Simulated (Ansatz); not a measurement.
CaO (rock salt), relaxed and computed with several functionals in Ansatz (plane waves, PAW).

```tsv
functional	a (Å)	gap (eV)	B₀ by P(V) fit (GPa)
HSE06	(withheld)	(withheld)	(withheld)
PBE	4.831	3.66	105
LDA	4.708	3.45	129
```

Question: Complete the blanks.

Answer: 
- HSE06, a (Å): 4.798
- HSE06, gap (eV): 5.31
- HSE06, B₀ by P(V) fit (GPa): 115

All cells were relaxed under the symmetry of their starts (and spin orders); stability against distortions was not tested throughout.

Potentials: the later of the program's two PAW sets.

Ansatz (a program for electronic structure) is a plane-wave DFT program.
